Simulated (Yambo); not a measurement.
Material: CaO (rock salt, space group Fm-3m, No. 225); a = 3.368 Å, b = 3.368 Å, c = 3.368 Å, α = 60.00°, β = 60.00°, γ = 60.00° (2 atoms in the cell). Cell and atoms were relaxed with PBEsol from Materials Project entry mp-2605, within its symmetry.

With norm-conserving PBEsol (Quantum ESPRESSO, 84 Ry, without SOC), the gap between the mesh's edge points (Γ → X) is 3.549 eV.

What does a G0W0 run in Yambo give for it (6×6×6 Γ-centred k mesh, 64 bands and a 10 Ry block in the screening, 64 bands in G with the Bruneval-Gonze terminator, plasmon pole fitted at 27.2 eV)?

The correction is 2.405 eV, giving 5.954 eV, 1.7 times the PBEsol value.  Nearest settings tried, and what they do to the gap: 23 bands in G: +68 meV; 4×4×4 mesh: -8 meV. Not varied: bands in W, block. So the settings aren't converged at that level.
